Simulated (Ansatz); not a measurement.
Given:

Ag₃Au:
```cif
data_Ag3Au
_chemical_formula_sum 'Ag3 Au1'
_space_group_name_H-M_alt 'P 1'
_space_group_IT_number 1
_cell_length_a 4.01017
_cell_length_b 4.01017
_cell_length_c 4.01017
_cell_angle_alpha 90.000
_cell_angle_beta 90.000
_cell_angle_gamma 90.000
loop_
_space_group_symop_operation_xyz
  'x, y, z'
loop_
_atom_site_label
_atom_site_type_symbol
_atom_site_fract_x
_atom_site_fract_y
_atom_site_fract_z
_atom_site_occupancy
Ag1 Ag 0.50000 0.00000 0.50000 1
Ag2 Ag 0.00000 0.50000 0.50000 1
Ag3 Ag 0.50000 0.50000 0.00000 1
Au1 Au 0.00000 0.00000 0.00000 1
```

This is the LDA-relaxed structure.

All from plane-wave PAW LDA (Ansatz code), unless another level is named. Give the formation energy from the elements (no fitted shifts).

-4.4 kJ/mol of atoms.

What about the density of states at the Fermi level?

0.24 states/eV per atom (mean over ±0.08 eV).

Space group Pm-3m (Cu3Au type). The first step of the workflow began from a Materials Project structure, measured or hypothetical; the Crystallography Open Database copy checked does not list it. Its standing as an ambient phase is unchecked. The cell was relaxed with LDA under the symmetry of its start; whether a distortion lowers the energy is not shown. No spin polarisation was allowed. The references are the lowest solids computed at this level, not always the standard phases. Spin–orbit coupling is left out wherever it is not named.

Potentials: the later of the program's two PAW sets.
